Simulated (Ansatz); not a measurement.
The start is a relaxed C cell, doubled along one cell vector, shaken by Gaussian noise of σ = 0.08 Å a coordinate. Cell shape, volume and atoms are optimised at zero target pressure with PBEsol (plane waves to 420 eV, PAW, scalar-relativistic; Ansatz, a quantum-chemistry and plane-wave program). The first steps use a coarse 11×6×11 k-mesh.

The start:
```
C
1.0
    0.00000     1.77683     1.77683
    3.55365     0.00000     3.55365
    1.77683     1.77683     0.00000
C
4
Direct
  0.52340   0.22584   0.53955
  0.49742   0.74418   0.53269
  0.76078   0.37564   0.70899
  0.75869   0.88657   0.76321
```

### Question
What pressure does the first self-consistent step give?

### Answer
+9.1 GPa (positive: the cell is compressed).

### Question
What is the largest force in the starting geometry, and on which atom (counted from 1)?

### Answer
7.10 eV/Å, on C1 (atoms numbered as listed).

### Question
By how much does the energy per atom fall from start to end?

### Answer
0.21 eV/atom.

### Question
Is the relaxed structure metallic? Give its gap.

### Answer
4.04 eV, indirect (valence top at Γ, conduction bottom at 75 % of the way from Γ to X) (no spin-orbit coupling).

It ends as:

Space group Fd-3m, origin choice 1 (No. 227); a = 3.554 Å, b = 3.554 Å, c = 3.554 Å, α = 90.00°, β = 90.00°, γ = 90.00°

```csv
atom,site,symmetry,x,y,z
C,8a,-43m,0.0000,0.0000,0.0000
```
(The calculation used a cell of 2 atoms; values per cell refer to that cell.)

Final values are on a 16×16×16 k-mesh of the relaxed cell. No spin polarisation in the result.
